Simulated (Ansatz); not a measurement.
GaP:
```
CELL_PARAMETERS angstrom
      0.00000     2.55898     2.55898
      2.55898     0.00000     2.55898
      2.55898     2.55898     0.00000
ATOMIC_POSITIONS crystal
  Ga 0.00000 0.00000 0.00000
  P  0.50000 0.50000 0.50000
```

Relaxed with r²SCAN. Special points in fractions of this cell's reciprocal vectors: Γ (0.000, 0.000, 0.000); X (0.500, 0.000, 0.500); U (0.625, 0.250, 0.625); K (0.375, 0.375, 0.750); L (0.500, 0.500, 0.500); W (0.500, 0.250, 0.750).

### Question
List the band energies nearest the Fermi level at these points for DFT-r²SCAN with spin–orbit coupling in the program Ansatz with PAW potentials.

### Answer
In eV from the Fermi level; about four levels below and three above (degenerate sets whole), none deeper than 8.9 eV; points with the same levels are listed once.

```json
[
 {"k": "Γ", "below": "-0.09 -0.09", "above": "0.02 0.02 0.02 0.02"},
 {"k": "X", "below": "-2.90 -2.90 -2.83 -2.83", "above": "3.73 3.73 11.82 11.82"},
 {"k": "U", "below": "-2.12 -2.12 -0.02 -0.02", "above": "6.37 6.37 7.72 7.72"},
 {"k": "L", "below": "-8.21 -8.21", "above": "0.17 0.17 0.20 0.20"},
 {"k": "W", "below": "-4.92 -4.92 -4.90 -4.90", "above": "2.88 2.88 5.01 5.01"}
]
```

Space group Fm-3m (rock salt). The start of the workflow was typed in or built on a structure type; neither database checked (COD, Materials Project) lists it. It is not the phase usual at ambient conditions (space group No. 216). The r²SCAN relaxation kept the symmetry of its start; its stability against distortions is not shown here.

Potentials: the later of the program's two PAW sets.
